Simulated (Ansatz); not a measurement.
Input:

CaO:
```cif
data_Ca4O4
_chemical_formula_sum 'Ca4 O4'
_space_group_name_H-M_alt 'Fm-3m'
_space_group_IT_number 225
_space_group_name_Hall '-F 4 2 3'
_cell_length_a 4.79540
_cell_length_b 4.79540
_cell_length_c 4.79540
_cell_angle_alpha 90.000
_cell_angle_beta 90.000
_cell_angle_gamma 90.000
loop_
_atom_site_label
_atom_site_type_symbol
_atom_site_symmetry_multiplicity
_atom_site_Wyckoff_symbol
_atom_site_fract_x
_atom_site_fract_y
_atom_site_fract_z
_atom_site_occupancy
Ca1 Ca 4 a 0.00000 0.00000 0.00000 1
O1 O 4 b 0.50000 0.50000 0.50000 1
```
(The calculation used a cell of 2 atoms; values per cell refer to that cell.)

This is the r²SCAN-relaxed structure.

**Question.** All from r²SCAN (plane waves, PAW; program Ansatz), unless another level is named. Estimate the smallest direct gap on the standard path.

**Answer.** 4.57 eV.

**Question.** Next, the HSE06 gap on the r²SCAN cell?

**Answer.** 5.31 eV.

**Question.** Predict the formation energy from the elements (no fitted shifts).

**Answer.** -3.19 eV/atom.

**Question.** And the electron effective mass?

**Answer.** 0.44, 0.44, 1.4 mₑ (principal values).

**Question.** What about the weight of the conduction-edge state by species (Voronoi cells)?

**Answer.** Ca 70 %, O 30 %.

**Question.** And the weight of the valence-edge state by species (Voronoi cells)?

**Answer.** O 96 %, Ca 4 %.

Symmetry was held in the r²SCAN relaxation; phonons on a q-mesh show no instability. The references are the lowest solids computed at this level, not always the standard phases (solids in place of the gases).

Potentials: the earlier of the program's two PAW sets.
